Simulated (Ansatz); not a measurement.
Ag:
```cif
data_Ag7
_chemical_formula_sum 'Ag7'
_space_group_name_H-M_alt 'P6/mmm'
_space_group_IT_number 191
_space_group_name_Hall '-P 6 2'
_cell_length_a 5.38729
_cell_length_b 5.38729
_cell_length_c 5.26038
_cell_angle_alpha 90.000
_cell_angle_beta 90.000
_cell_angle_gamma 120.000
loop_
_atom_site_label
_atom_site_type_symbol
_atom_site_symmetry_multiplicity
_atom_site_Wyckoff_symbol
_atom_site_fract_x
_atom_site_fract_y
_atom_site_fract_z
_atom_site_occupancy
Ag1 Ag 2 e 0.00000 0.00000 0.25273 1
Ag2 Ag 2 d 0.33333 0.66667 0.50000 1
Ag3 Ag 3 f 0.00000 0.50000 0.00000 1
```

Relaxed at zero pressure with plane-wave PAW PBE (Ansatz code).

Task: The volume is raised by 6 % and shape and atoms relax at that volume. What pressure results, and how do the axes share the change?

Result: -4.0 GPa; a 2.0 %, b 2.0 %, c 1.9 %; the energy rises by 15 meV/atom.

Task: Give the new structure.

Result: 
Space group P6/mmm (No. 191); a = 5.494 Å, b = 5.494 Å, c = 5.362 Å, α = 90.00°, β = 90.00°, γ = 120.00°

| atom | site | symmetry | x | y | z |
|---|---|---|---|---|---|
| Ag | 2e | 6mm | 0.0000 | 0.0000 | 0.2517 |
| Ag | 2d | -6m2 | 0.3333 | 0.6667 | 0.5000 |
| Ag | 3f | mmm | 0.0000 | 0.5000 | 0.0000 |

The phase is kept; no other phase was compared at this pressure.

The start of the workflow was typed in or built on a structure type; neither database checked (COD, Materials Project) lists it. It is not the phase usual at ambient conditions (space group No. 225). The PBE relaxation kept the symmetry of its start; its stability against distortions is not shown here. The run is not spin-polarised. Axis ratios of metals converge slowly with the k-mesh, so a and c are less sure than the volume.

Potentials: the later of the program's two PAW sets.
